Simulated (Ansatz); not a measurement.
input.yaml

```yaml
crystal:
  lattice:
    - [6.4600897835, 0.0, 0.0]
    - [0.0, 6.7788694117, 0.0]
    - [0.0, 0.0, 27.7367813034]
  atoms:
    - { symbol: O, position: [0.0, 0.0, 0.2884256797] }
    - { symbol: O, position: [0.5, 0.0, 0.2884256797] }
    - { symbol: Sn, position: [0.0, 0.5, 0.335787819] }
    - { symbol: Sn, position: [0.5, 0.5, 0.335787819] }
    - { symbol: Sn, position: [0.25, 0.0, 0.335787819] }
    - { symbol: Sn, position: [0.75, 0.0, 0.335787819] }
    - { symbol: O, position: [0.25, 0.3062105612, 0.335787819] }
    - { symbol: O, position: [0.75, 0.3062105612, 0.335787819] }
    - { symbol: O, position: [0.25, 0.6937894388, 0.335787819] }
    - { symbol: O, position: [0.75, 0.6937894388, 0.335787819] }
    - { symbol: O, position: [0.0, 0.0, 0.3831499583] }
    - { symbol: O, position: [0.5, 0.0, 0.3831499583] }
    - { symbol: O, position: [0.0, 0.5, 0.410138495] }
    - { symbol: O, position: [0.5, 0.5, 0.410138495] }
    - { symbol: Sn, position: [0.0, 0.0, 0.4554971696] }
    - { symbol: Sn, position: [0.5, 0.0, 0.4554971696] }
    - { symbol: Sn, position: [0.25, 0.5, 0.4637353976] }
    - { symbol: Sn, position: [0.75, 0.5, 0.4637353976] }
    - { symbol: O, position: [0.25, 0.8141517317, 0.465159441] }
    - { symbol: O, position: [0.75, 0.8141517317, 0.465159441] }
    - { symbol: O, position: [0.25, 0.1858482683, 0.465159441] }
    - { symbol: O, position: [0.75, 0.1858482683, 0.465159441] }
    - { symbol: O, position: [0.0, 0.5, 0.5063711447] }
    - { symbol: O, position: [0.5, 0.5, 0.5063711447] }
    - { symbol: Ta, position: [0.75, 0.1858482683, 0.6148913067] }
    - { symbol: F, position: [0.805281278, -0.0834269946, 0.6148913067] }
    - { symbol: F, position: [0.9670606352, 0.3661057099, 0.6148913067] }
    - { symbol: F, position: [0.4776580868, 0.2748660896, 0.6148913067] }
    - { symbol: F, position: [0.75, 0.1858482683, 0.6819502772] }
    - { symbol: F, position: [0.75, 0.1858482683, 0.5478323361] }
basis:
  ecutwfc: 420
kpoints:
  mp_grid: { grid: [3, 2, 1] }
hamiltonian:
  xc: pbe
  dispersion: d3bj
scf:
  occupations: { method: gaussian, width: 0.05 }
output:
  forces: true
  eigenvalues: true
relax:
  adjacent_minimum: "off"
  f_tol: 0.04
  max_steps: 100
  constraints: [{ sites: [0, 1, 2, 3, 4, 5, 6, 7, 8, 9, 10, 11] }]
efield:
  axis: 3
  dipole_correction: true
  ramp_width: 0.04
```

Run as
```bash
ansatz run input.yaml --threads 4 --pin off --max-ram 10240MiB --backend cpu --events-out ev --progress --plain --runs-dir out
```

The calculation used Ansatz, DFT PBE+D3(BJ), scalar-relativistic, plane waves, PAW.

From the run's log, abridged:

```
Pseudopotentials: kind: paw
Pseudopotential: O, paw, valence charge 6, recommended cutoff 420 eV (normal)
Pseudopotential: Sn, paw, valence charge 14, recommended cutoff 420 eV (normal)
Pseudopotential: Ta, paw, valence charge 13, recommended cutoff 420 eV (normal)
Pseudopotential: F, paw, valence charge 7, recommended cutoff 420 eV (normal)
Functional definition: PBE
Crystal: 30 atoms, lattice volume = 1214.652 Å³
Basis set: ecut = 420 eV, 23819 PW (Γ), exchange–correlation on 90×96×384 points (8 copies of the dense FFT grid, shifted against one another)
Bands: 158, of which v1, the nominal top of the filled ones, is band 128 counted from 1 (127 counted from 0)
Symmetry: 1 space group operations
Space group: P1 (ITA 1), of the structure as read, at distance tolerance 1.1e-4 Å
k-points: 4 of 6 (time reversal used)
Initial density: superposition of atomic densities (neutral atoms: chi_scale 0, normalization atom), corrected by the library's trained network
Initial wavefunctions: pseudopotential atomic-orbital guess
Functional: x = pbe(κ = 0.804, μ = 0.21951497), c = pbe(β = 0.06672455)
SCF iter   1: F=—  HF=-71248.138704 eV  |F-HF|=—  |Δ(HF+E_count)|=         —  Δρ=3.55e-3  dr2=2.21e-1  ethr=1.77e-3  p=-0.024 e·Å  D=-3.60e-3 V/Å  ΔV_dip=0.10 eV  dr2_dipole=1.89e-4  V_vac-E_F(+/−)=6.63/6.53 eV  ⟨swp⟩=6.5  Hψ=2735  notcnv=0  defer=75
efield: sawtooth ramp at fractional position 0.9652 (placed from the atoms, in the widest stretch of the axis that holds none; the zero of the levels goes with the place), width 0.0400; the density the first Hamiltonian is built on has a dipole p = -0.024 e·Å; the dipole correction subtracts the counter field D = -3.60e-3 V/Å, which shifts the + side's vacuum level by +0.10 eV against the − side's; the planar-averaged density in the ramp window peaks in size at 3.9e-6 e/Å³
SCF iter   2: F=—  HF=-71248.140271 eV  |F-HF|=—  |Δ(HF+E_count)|=   1.57e-3  Δρ=4.28e-3  dr2=2.46e-1  ethr=8.64e-5  p=-0.011 e·Å  D=-1.66e-3 V/Å  ΔV_dip=0.05 eV  dr2_dipole=4.25e-3  V_vac-E_F(+/−)=6.57/6.52 eV  ⟨swp⟩=3.0  Hψ=1033  notcnv=0  defer=92
SCF iter   3: F=—  HF=-71248.108004 eV  |F-HF|=—  |Δ(HF+E_count)|=   3.23e-2  Δρ=1.22e-3  dr2=2.22e-2  ethr=8.64e-5  p=-0.045 e·Å  D=-6.68e-3 V/Å  ΔV_dip=0.19 eV  dr2_dipole=1.52e-3  V_vac-E_F(+/−)=6.77/6.59 eV  ⟨swp⟩=2.0  Hψ=825  notcnv=0  defer=92
SCF iter   4: F=—  HF=-71248.108046 eV  |F-HF|=—  |Δ(HF+E_count)|=   4.18e-5  Δρ=6.61e-4  dr2=6.65e-3  ethr=8.66e-6  p=-0.012 e·Å  D=-1.85e-3 V/Å  ΔV_dip=0.05 eV  dr2_dipole=7.31e-4  V_vac-E_F(+/−)=6.65/6.60 eV  ⟨swp⟩=2.0  Hψ=984  notcnv=0  defer=91
SCF iter   5: F=—  HF=-71248.107465 eV  |F-HF|=—  |Δ(HF+E_count)|=   5.81e-4  Δρ=1.49e-4  dr2=2.58e-4  ethr=2.60e-6  p=-0.026 e·Å  D=-3.88e-3 V/Å  ΔV_dip=0.11 eV  dr2_dipole=2.07e-7  V_vac-E_F(+/−)=6.72/6.61 eV  ⟨swp⟩=2.0  Hψ=804  notcnv=0  defer=91
SCF iter   6: F=—  HF=-71248.107585 eV  |F-HF|=—  |Δ(HF+E_count)|=   1.20e-4  Δρ=7.64e-5  dr2=5.86e-5  ethr=1.01e-7  p=-0.026 e·Å  D=-3.88e-3 V/Å  ΔV_dip=0.11 eV  dr2_dipole=4.70e-7  V_vac-E_F(+/−)=6.72/6.61 eV  ⟨swp⟩=2.2  Hψ=809  notcnv=0  defer=91
SCF iter   7: F=-71248.107608 eV  HF=-71248.107606 eV  |F-HF|=2.49e-6  |Δ(HF+E_count)|=   2.11e-5  Δρ=2.94e-5  dr2=5.20e-6  ethr=1.56e-8  p=-0.026 e·Å  D=-3.91e-3 V/Å  ΔV_dip=0.11 eV  dr2_dipole=7.37e-10  V_vac-E_F(+/−)=6.72/6.61 eV  ⟨swp⟩=20.0  Hψ=3652  notcnv=0
SCF 1 converged in 7 iterations: F = -71248.107608 eV  dr2 = 5.20e-6
relax step   1: F+E_penalty+E_count = -71248.10760816 eV  Δ(F+E_penalty+E_count) = +0.000e0 eV  max|allowed force component| = 1.327e0 eV/Å  Δτ_max = 0.0000 Å  (7 SCF iters, dr2 threshold 4.00e-5 eV, accepted)
Initial density: handed on by an earlier stage of this run
Initial wavefunctions: those handed on with the density
SCF iter   1: F=—  HF=-71248.497064 eV  |F-HF|=—  |Δ(HF+E_count)|=         —  Δρ=7.83e-3  dr2=4.34e-1  ethr=1.70e-4  p=-0.026 e·Å  D=-3.91e-3 V/Å  ΔV_dip=0.11 eV  dr2_dipole=1.20e-3  V_vac-E_F(+/−)=6.72/6.61 eV  ⟨swp⟩=1.0  Hψ=2852  notcnv=0  defer=86
efield: sawtooth ramp at fractional position 0.9652 (handed on by an earlier solve), width 0.0400; the density the first Hamiltonian is built on has a dipole p = -0.026 e·Å; the dipole correction subtracts the counter field D = -3.91e-3 V/Å, which shifts the + side's vacuum level by +0.11 eV against the − side's; the planar-averaged density in the ramp window peaks in size at 2.4e-6 e/Å³
SCF iter   2: F=—  HF=-71248.405499 eV  |F-HF|=—  |Δ(HF+E_count)|=   9.16e-2  Δρ=4.21e-3  dr2=9.57e-2  ethr=1.70e-4  p=0.017 e·Å  D=2.54e-3 V/Å  ΔV_dip=-0.07 eV  dr2_dipole=3.32e-5  V_vac-E_F(+/−)=6.54/6.61 eV  ⟨swp⟩=3.0  Hψ=1077  notcnv=0  defer=86
SCF iter   3: F=—  HF=-71248.407505 eV  |F-HF|=—  |Δ(HF+E_count)|=   2.01e-3  Δρ=2.61e-3  dr2=6.44e-2  ethr=3.74e-5  p=0.032 e·Å  D=4.78e-3 V/Å  ΔV_dip=-0.13 eV  dr2_dipole=2.48e-5  V_vac-E_F(+/−)=6.48/6.61 eV  ⟨swp⟩=2.8  Hψ=1268  notcnv=0  defer=94
SCF iter   4: F=—  HF=-71248.393955 eV  |F-HF|=—  |Δ(HF+E_count)|=   1.36e-2  Δρ=5.03e-4  dr2=1.58e-3  ethr=2.51e-5  p=0.037 e·Å  D=5.55e-3 V/Å  ΔV_dip=-0.15 eV  dr2_dipole=5.73e-7  V_vac-E_F(+/−)=6.46/6.61 eV  ⟨swp⟩=2.0  Hψ=1053  notcnv=0  defer=94
SCF iter   5: F=—  HF=-71248.394179 eV  |F-HF|=—  |Δ(HF+E_count)|=   2.24e-4  Δρ=3.06e-4  dr2=1.02e-3  ethr=6.16e-7  p=0.039 e·Å  D=5.83e-3 V/Å  ΔV_dip=-0.16 eV  dr2_dipole=1.19e-6  V_vac-E_F(+/−)=6.45/6.61 eV  ⟨swp⟩=2.0  Hψ=1037  notcnv=0  defer=94
SCF iter   6: F=—  HF=-71248.394032 eV  |F-HF|=—  |Δ(HF+E_count)|=   1.47e-4  Δρ=6.59e-5  dr2=3.22e-5  ethr=4.00e-7  p=0.039 e·Å  D=5.75e-3 V/Å  ΔV_dip=-0.16 eV  dr2_dipole=4.69e-7  V_vac-E_F(+/−)=6.45/6.61 eV  ⟨swp⟩=2.0  Hψ=838  notcnv=0  defer=94
SCF iter   7: F=-71248.394022 eV  HF=-71248.394042 eV  |F-HF|=2.00e-5  |Δ(HF+E_count)|=   1.00e-5  Δρ=4.46e-5  dr2=2.49e-5  ethr=1.26e-8  p=0.039 e·Å  D=5.84e-3 V/Å  ΔV_dip=-0.16 eV  dr2_dipole=1.49e-6  V_vac-E_F(+/−)=6.45/6.61 eV  ⟨swp⟩=19.0  Hψ=3196  notcnv=0
SCF 2 converged in 7 iterations: F = -71248.394022 eV  dr2 = 2.49e-5
relax step   2: F+E_penalty+E_count = -71248.39402187 eV  Δ(F+E_penalty+E_count) = -2.864e-1 eV  max|allowed force component| = 2.283e-1 eV/Å  Δτ_max = 0.1945 Å  (7 SCF iters, dr2 threshold 1.00e-4 eV, accepted)
SCF iter   1: F=—  HF=-71248.533113 eV  |F-HF|=—  |Δ(HF+E_count)|=         —  Δρ=5.88e-3  dr2=2.29e-1  ethr=1.17e-3  p=0.039 e·Å  D=5.84e-3 V/Å  ΔV_dip=-0.16 eV  dr2_dipole=6.70e-5  V_vac-E_F(+/−)=6.45/6.61 eV  ⟨swp⟩=4.0  Hψ=1511  notcnv=0  defer=87
   ...
SCF 31 converged in 8 iterations: F = -71250.290850 eV  dr2 = 4.04e-8
relax step  31: F+E_penalty+E_count = -71250.29085024 eV  Δ(F+E_penalty+E_count) = -1.417e-3 eV  max|allowed force component| = 4.725e-2 eV/Å  Δτ_max = 0.0317 Å  (8 SCF iters, accepted)
SCF iter   1: F=—  HF=-71250.292320 eV  |F-HF|=—  |Δ(HF+E_count)|=         —  Δρ=7.71e-4  dr2=3.85e-3  ethr=1.38e-5  p=-0.275 e·Å  D=-4.09e-2 V/Å  ΔV_dip=1.13 eV  dr2_dipole=8.94e-6  V_vac-E_F(+/−)=7.74/6.61 eV  ⟨swp⟩=2.2  Hψ=1301  notcnv=0  defer=87
efield: sawtooth ramp at fractional position 0.9652 (handed on by an earlier solve), width 0.0400; the density the first Hamiltonian is built on has a dipole p = -0.275 e·Å; the dipole correction subtracts the counter field D = -4.09e-2 V/Å, which shifts the + side's vacuum level by +1.13 eV against the − side's; the planar-averaged density in the ramp window peaks in size at 1.5e-6 e/Å³
SCF iter   2: F=—  HF=-71250.291329 eV  |F-HF|=—  |Δ(HF+E_count)|=   9.91e-4  Δρ=3.84e-4  dr2=8.64e-4  ethr=1.50e-6  p=-0.278 e·Å  D=-4.15e-2 V/Å  ΔV_dip=1.15 eV  dr2_dipole=4.29e-7  V_vac-E_F(+/−)=7.76/6.61 eV  ⟨swp⟩=2.0  Hψ=865  notcnv=0  defer=87
SCF iter   3: F=—  HF=-71250.291484 eV  |F-HF|=—  |Δ(HF+E_count)|=   1.56e-4  Δρ=2.10e-4  dr2=5.02e-4  ethr=3.37e-7  p=-0.276 e·Å  D=-4.11e-2 V/Å  ΔV_dip=1.14 eV  dr2_dipole=1.52e-5  V_vac-E_F(+/−)=7.75/6.61 eV  ⟨swp⟩=2.0  Hψ=1046  notcnv=0  defer=87
SCF iter   4: F=—  HF=-71250.291390 eV  |F-HF|=—  |Δ(HF+E_count)|=   9.47e-5  Δρ=5.73e-5  dr2=3.00e-5  ethr=1.96e-7  p=-0.278 e·Å  D=-4.15e-2 V/Å  ΔV_dip=1.15 eV  dr2_dipole=7.35e-7  V_vac-E_F(+/−)=7.76/6.61 eV  ⟨swp⟩=2.0  Hψ=1020  notcnv=0  defer=87
SCF iter   5: F=—  HF=-71250.291389 eV  |F-HF|=—  |Δ(HF+E_count)|=   5.16e-7  Δρ=3.32e-5  dr2=1.26e-5  ethr=1.17e-8  p=-0.278 e·Å  D=-4.14e-2 V/Å  ΔV_dip=1.15 eV  dr2_dipole=7.54e-8  V_vac-E_F(+/−)=7.76/6.61 eV  ⟨swp⟩=2.0  Hψ=817  notcnv=0  defer=87
SCF iter   6: F=-71250.291387 eV  HF=-71250.291388 eV  |F-HF|=7.26e-7  |Δ(HF+E_count)|=   1.54e-6  Δρ=9.58e-6  dr2=1.04e-6  ethr=6.95e-10  p=-0.278 e·Å  D=-4.14e-2 V/Å  ΔV_dip=1.15 eV  dr2_dipole=5.98e-13  V_vac-E_F(+/−)=7.76/6.61 eV  ⟨swp⟩=13.8  Hψ=3735  notcnv=0
SCF 32 converged in 6 iterations: F = -71250.291387 eV  dr2 = 1.04e-6
relax step  32: F+E_penalty+E_count = -71250.29138696 eV  Δ(F+E_penalty+E_count) = -5.367e-4 eV  max|allowed force component| = 1.731e-2 eV/Å  Δτ_max = 0.0176 Å  (6 SCF iters, dr2 threshold 1.78e-6 eV, accepted)
SCF iter   1: F=—  HF=-71250.291347 eV  |F-HF|=—  |Δ(HF+E_count)|=         —  Δρ=1.06e-5  dr2=1.16e-6  ethr=4.49e-10  p=-0.278 e·Å  D=-4.14e-2 V/Å  ΔV_dip=1.15 eV  dr2_dipole=4.38e-13  V_vac-E_F(+/−)=7.76/6.61 eV  ⟨swp⟩=2.0  Hψ=1640  notcnv=0
efield: sawtooth ramp at fractional position 0.9652 (handed on by an earlier solve), width 0.0400; the density the first Hamiltonian is built on has a dipole p = -0.278 e·Å; the dipole correction subtracts the counter field D = -4.14e-2 V/Å, which shifts the + side's vacuum level by +1.15 eV against the − side's; the planar-averaged density in the ramp window peaks in size at 1.5e-6 e/Å³
SCF iter   2: F=—  HF=-71250.291388 eV  |F-HF|=—  |Δ(HF+E_count)|=   4.05e-5  Δρ=1.28e-5  dr2=2.23e-6  ethr=4.49e-10  p=-0.278 e·Å  D=-4.14e-2 V/Å  ΔV_dip=1.15 eV  dr2_dipole=2.65e-10  V_vac-E_F(+/−)=7.76/6.61 eV  ⟨swp⟩=3.0  Hψ=1298  notcnv=0
SCF iter   3: F=-71250.291388 eV  HF=-71250.291388 eV  |F-HF|=5.86e-9  |Δ(HF+E_count)|=   2.87e-7  Δρ=3.68e-6  dr2=9.69e-8  ethr=3.91e-11  p=-0.278 e·Å  D=-4.14e-2 V/Å  ΔV_dip=1.15 eV  dr2_dipole=1.13e-10  V_vac-E_F(+/−)=7.76/6.61 eV  ⟨swp⟩=5.0  Hψ=2597  notcnv=0
SCF 33 converged in 3 iterations: F = -71250.291388 eV  dr2 = 9.69e-8
relax step  33: F+E_penalty+E_count = -71250.29138765 eV  Δ(F+E_penalty+E_count) = -6.893e-7 eV  max|allowed force component| = 1.731e-2 eV/Å  Δτ_max = 0.0000 Å  (3 SCF iters, accepted)
SCF converged after 3 iterations
Free energy (F): -71250.291388 eV
Harris-Foulkes:  -71250.291388 eV  (|F-HF|=5.86e-9)
Internal energy: -71250.291388 eV  (E = F + TS)
E sigma→0 (E₀):  -71250.291388 eV
Fermi energy:    -2.298636 eV
Dipole field:    D = -0.041402 V/Å  (p = -0.277918 e·Å, saw-weighted, corrected)
Work function:   Φ+ = 7.7579 eV   Φ− = 6.6095 eV
Levels:          The Fermi level and band energies are counted from a zero that moves with the ramp; work functions are not
--- Per-component energies (eV) ---
  E_band       = -3871.198542
  E_kinetic    = 5692.533068
  E_local      = -307016.610301  (includes V_loc(G=0)·N_el)
  E_nonlocal   = 913.797028
  E_hartree    = 151746.998351
  E_xc         = -4826.919266
  E_vxc        = -2955.889350  (∫ρ·V_xc dr)
  E_paw        = -45100.828844  (= ΣΔE_a)
  E_vpaw       = -3983.283836  (= ΣTr[D̂ρ^β])
  E_aug_tail   = 0.049526  (compensation charges beyond the density's cutoff)
  E_efield     = 0.005753  (sawtooth field / dipole correction)
  E_vefield    = -15.792596  (∫n·V_field dr)
  E_ewald      = 127344.867188
  E_disp       = -4.183889  (pairwise vdW)
  E_smearing   =  0.000000  (= −TS)
--- Forces (eV/Å), atoms counted from 1 ---
  atom   1  O      0.00079575     0.01868422     1.10995657
  atom   2  O     -0.00109046     0.00681704     1.05925054
  atom   3  Sn    -0.00839297     0.05099383     1.92373386
  atom   4  Sn     0.00782356     0.07893890     2.35172534
  atom   5  Sn     0.14661734    -0.01446689    -2.77490247
  atom   6  Sn    -0.14662392    -0.01922524    -2.77535767
  atom   7  O      0.10120838     1.30347327    -0.65663311
  atom   8  O     -0.10349314     1.29975120    -0.65892049
  atom   9  O      0.13049468    -1.28605972    -0.73218282
  atom  10  O     -0.13292876    -1.28499645    -0.73887261
  atom  11  O     -0.00421952    -0.17277906     0.61907521
  atom  12  O      0.00541150     0.01878067     1.27735586
  atom  13  O     -0.00616058     0.00277221    -0.00279441
  atom  14  O      0.00169107     0.00349514     0.00808716
  atom  15  Sn     0.00210026     0.01731312    -0.00784313
  atom  16  Sn    -0.00213099    -0.00011333     0.00729718
  atom  17  Sn    -0.01495930     0.00924307     0.00789244
  atom  18  Sn     0.01409522     0.01053501    -0.01031974
  atom  19  O      0.00511977    -0.01136886     0.00325715
  atom  20  O     -0.00106779    -0.00596622     0.00605424
  atom  21  O     -0.00022906    -0.00674854    -0.00583356
  atom  22  O     -0.00208846    -0.00997641    -0.00409870
  atom  23  O      0.00553234    -0.00759937    -0.00210125
  atom  24  O      0.00105286    -0.01003792     0.01415823
  atom  25  Ta    -0.01491435    -0.00148554    -0.00649473
  atom  26  F     -0.00214839    -0.00793467     0.00623455
  atom  27  F      0.00079679     0.00077899    -0.01123336
  atom  28  F      0.01123044     0.00991377     0.00286346
  atom  29  F     -0.00068840     0.00358464    -0.00077813
  atom  30  F      0.00697894     0.00322035    -0.00863093
--- Band table (eV) ---
  k-point 0: bands = ["-70.9322", "-37.6431", "-37.6393", "-37.5346", "-25.4566", "-24.8285", "-24.7151", "-24.6752", "-24.6706", "-24.3592", "-24.2709", "-24.2464", "-24.2403", "-24.0651", "-24.0607", "-24.0376", "-24.0188", "-23.9191", "-23.9051", "-23.8810", "-23.8052", "-23.7450", "-23.5927", "-23.5898", "-23.5737", "-23.5060", "-23.5018", "-23.4778", "-23.3122", "-23.2801", "-23.2754", "-23.2667", "-23.2363", "-23.2098", "-23.1341", "-22.9566", "-22.9371", "-22.9059", "-22.8612", "-22.8446", "-22.7773", "-22.7426", "-22.6861", "-22.6161", "-22.6033", "-22.5981", "-22.5839", "-22.5102", "-22.4179", "-21.6749", "-20.7730", "-20.7412", "-20.6222", "-20.3411", "-20.2855", "-20.1565", "-19.9 ...
  k-point 1: bands = ["-70.9322", "-37.6431", "-37.6393", "-37.5346", "-25.4552", "-24.8287", "-24.7746", "-24.6715", "-24.6354", "-24.3594", "-24.3264", "-24.2405", "-24.2292", "-24.0651", "-24.0608", "-24.0372", "-24.0188", "-23.9192", "-23.9051", "-23.8810", "-23.8047", "-23.7098", "-23.6062", "-23.5855", "-23.5844", "-23.5054", "-23.4986", "-23.4930", "-23.3800", "-23.2805", "-23.2713", "-23.2396", "-23.1379", "-23.0757", "-22.9768", "-22.9676", "-22.9365", "-22.9047", "-22.8612", "-22.8443", "-22.7785", "-22.7394", "-22.6847", "-22.6161", "-22.6028", "-22.5979", "-22.5838", "-22.5118", "-22.4143", "-21.4400", "-21.3952", "-21.1176", "-20.6771", "-20.6624", "-20.5534", "-19.9229", "-19.8 ...
  k-point 2: bands = ["-70.9322", "-37.6432", "-37.6393", "-37.5346", "-25.4554", "-24.7879", "-24.6617", "-24.5774", "-24.5605", "-24.3585", "-24.3232", "-24.2209", "-24.2063", "-24.1178", "-24.0647", "-24.0531", "-24.0227", "-23.9796", "-23.9061", "-23.8891", "-23.8657", "-23.7187", "-23.7103", "-23.5910", "-23.5733", "-23.5185", "-23.4726", "-23.4083", "-23.3533", "-23.2869", "-23.2803", "-23.2514", "-23.2410", "-23.1913", "-23.1151", "-23.0600", "-22.9302", "-22.8911", "-22.8673", "-22.8344", "-22.8154", "-22.8119", "-22.7946", "-22.6247", "-22.5960", "-22.5880", "-22.5793", "-22.5342", "-22.4902", "-21.5063", "-21.0471", "-20.6718", "-20.5256", "-20.4181", "-20.0066", "-19.9390", "-19.8 ...
  k-point 3: bands = ["-70.9322", "-37.6432", "-37.6393", "-37.5346", "-25.4540", "-24.7883", "-24.6624", "-24.6337", "-24.5267", "-24.3587", "-24.3084", "-24.2619", "-24.1983", "-24.1715", "-24.0647", "-24.0532", "-24.0224", "-23.9798", "-23.9060", "-23.8891", "-23.8638", "-23.8035", "-23.6571", "-23.5874", "-23.5699", "-23.4902", "-23.4538", "-23.3467", "-23.3278", "-23.2775", "-23.2466", "-23.2424", "-23.1475", "-23.1252", "-23.0964", "-23.0371", "-22.9242", "-22.8892", "-22.8672", "-22.8334", "-22.8186", "-22.8144", "-22.7926", "-22.6187", "-22.5963", "-22.5880", "-22.5786", "-22.5346", "-22.4902", "-21.3458", "-21.1921", "-21.1779", "-20.8116", "-20.4588", "-20.3906", "-20.0395", "-20.0 ...
--- Relaxed structure (33 steps of the walk, 33 accepted, 0 SCFs on fresh bases) ---
  F+E_penalty+E_count = -71250.29138765 eV   max|allowed force component| = 1.731e-2 eV/Å
  atoms:
    - { symbol: O, position: [0.0, 0.0, 0.28842567] }
    - { symbol: O, position: [0.5, 0.0, 0.28842567] }
    - { symbol: Sn, position: [0.0, 0.5, 0.33578781] }
    - { symbol: Sn, position: [0.5, 0.5, 0.33578781] }
    - { symbol: Sn, position: [0.25, 0.0, 0.33578781] }
    - { symbol: Sn, position: [0.75, 0.0, 0.33578781] }
    - { symbol: O, position: [0.25, 0.3062105612, 0.33578781] }
    - { symbol: O, position: [0.75, 0.3062105612, 0.33578781] }
    - { symbol: O, position: [0.25, 0.6937894388, 0.33578781] }
    - { symbol: O, position: [0.75, 0.6937894388, 0.33578781] }
    - { symbol: O, position: [0.0, 0.0, 0.38314995] }
    - { symbol: O, position: [0.5, 0.0, 0.38314995] }
    - { symbol: O, position: [-0.00049759, 0.51021101, 0.40885295] }
    - { symbol: O, position: [0.49985740, 0.50623558, 0.41211327] }
    - { symbol: Sn, position: [6.84455368e-5, -0.00335032, 0.45516511] }
    - { symbol: Sn, position: [0.50010236, 0.01174817, 0.45774707] }
    - { symbol: Sn, position: [0.24383750, 0.50361539, 0.46105018] }
    - { symbol: Sn, position: [0.75459692, 0.50352870, 0.46145270] }
    - { symbol: O, position: [0.25460186, 0.81554026, 0.46395055] }
    - { symbol: O, position: [0.74526251, 0.81534358, 0.46372303] }
    - { symbol: O, position: [0.24163465, 0.19435212, 0.45771144] }
    - { symbol: O, position: [0.75874926, 0.19453529, 0.45803868] }
    - { symbol: O, position: [-0.00036636, 0.52380818, 0.50441149] }
    - { symbol: O, position: [0.49813760, 0.46822297, 0.50829710] }
    - { symbol: Ta, position: [0.49277942, 0.31962690, 0.57445303] }
    - { symbol: F, position: [0.49290121, 0.16045730, 0.62935667] }
    - { symbol: F, position: [0.78034476, 0.29116963, 0.56717840] }
    - { symbol: F, position: [0.20965505, 0.27200696, 0.56350009] }
    - { symbol: F, position: [0.47892266, 0.55744877, 0.60726761] }
    - { symbol: F, position: [0.50416377, 0.05174518, 0.53236849] }
```

The relaxation met its thresholds.

Time: 19 min on 4 threads of Arm Neoverse V2, with other jobs on the host, peak memory 3 GiB.

Spin–orbit coupling is left out, which can shift energies with elements as heavy as these.